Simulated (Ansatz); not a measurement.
Tc$_{2}$P$_{3}$:
```
CELL_PARAMETERS angstrom
      6.16895     1.55480     0.00000
     -6.16895     1.55480     0.00000
     -5.02901     0.00000     7.47567
ATOMIC_POSITIONS crystal
  Tc 0.63366 0.36634 0.85477
  Tc 0.36634 0.63366 0.14523
  Tc 0.74974 0.25026 0.63652
  Tc 0.25026 0.74974 0.36348
  P  0.90191 0.09809 0.37048
  P  0.09809 0.90191 0.62952
  P  0.58962 0.41038 0.32260
  P  0.41038 0.58962 0.67740
  P  0.11043 0.88957 0.03964
  P  0.88957 0.11043 0.96036
```

Relaxed with r²SCAN. Special points in fractions of this cell's reciprocal vectors: Γ (0.000, 0.000, 0.000); C (0.273, 0.273, 0.000); C2 (-0.273, 0.727, 0.000); Y2 (-0.500, 0.500, 0.000); M2 (-0.500, 0.500, 0.500); D (-0.255, 0.745, 0.500); D2 (0.255, 0.255, 0.500); A (0.000, 0.000, 0.500); L2 (0.000, 0.500, 0.500); V2 (0.000, 0.500, 0.000).

Task: List the band energies nearest the Fermi level at these points for DFT-r²SCAN in the program Ansatz with PAW potentials.

Result: In eV from the Fermi level; about four levels below and three above (degenerate sets whole), none deeper than 8.9 eV; points with the same levels are listed once.

```
k                     below                above
--  -----------------------  -------------------
Γ   -1.46 -1.20 -0.63 -0.33       0.03 0.62 1.28
C   -2.25 -2.16 -1.85 -0.41       0.63 0.85 0.92
Y2  -1.41 -1.02 -0.91 -0.40       0.02 0.85 1.25
M2  -1.38 -1.28 -1.07 -1.05       0.97 1.34 1.49
D   -2.06 -2.04 -1.20 -0.43       0.74 0.88 1.23
A   -0.98 -0.86 -0.64 -0.57  0.88 1.57 1.91 1.91
L2  -2.25 -2.12 -2.02 -0.35       0.89 0.96 1.22
V2  -2.32 -1.96 -1.34 -0.56       0.51 0.98 1.10
```

Space group C2/m. The workflow started from a Materials Project entry (that database holds measured and hypothetical structures alike); the Crystallography Open Database copy checked does not list it. Whether it is the stable phase at ambient conditions was not checked. Symmetry was held in the r²SCAN relaxation; whether a distortion lowers the energy is not shown. No spin polarisation was allowed. Scalar-relativistic: spin–orbit coupling is off unless named, which matters more the heavier the elements.

Potentials: the later of the program's two PAW sets.
